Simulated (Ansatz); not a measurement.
GaNi$_{3}$N:
```cif
data_GaNNi3
_chemical_formula_sum 'Ga1 N1 Ni3'
_space_group_name_H-M_alt 'Pm-3m'
_space_group_IT_number 221
_space_group_name_Hall '-P 4 2 3'
_cell_length_a 3.73030
_cell_length_b 3.73030
_cell_length_c 3.73030
_cell_angle_alpha 90.000
_cell_angle_beta 90.000
_cell_angle_gamma 90.000
loop_
_atom_site_label
_atom_site_type_symbol
_atom_site_symmetry_multiplicity
_atom_site_Wyckoff_symbol
_atom_site_fract_x
_atom_site_fract_y
_atom_site_fract_z
_atom_site_occupancy
Ga1 Ga 1 a 0.00000 0.00000 0.00000 1
N1 N 1 b 0.50000 0.50000 0.50000 1
Ni1 Ni 3 c 0.00000 0.50000 0.50000 1
```

Relaxed with PBEsol.

Problem. Decompose the optical modes at the zone centre into irreducible representations, and say which are infrared and Raman allowed.

Solution. Point group m-3m: Γ_opt = 3T1u + T2u. Infrared: T1u. Raman: none.

Problem. Assign frequencies (DFPT, PBEsol in the plane-wave PAW code Ansatz).

Solution. T2u 36i, T1u 145, T1u 191, T1u 613 cm⁻¹.

A made-up cell: these elements were put on the sites of a structure type; neither database checked (COD, Materials Project) lists it. Its standing as an ambient phase is unchecked. Symmetry was held in the PBEsol relaxation; phonons show weakly imaginary modes. The workflow began spin-polarised and lost its moments. As this level gives no gap, phonon frequencies hold no LO–TO term and depend on the k-mesh and smearing (Fermi–Dirac, 0.1 eV here).

Potentials: the later of the program's two PAW sets.
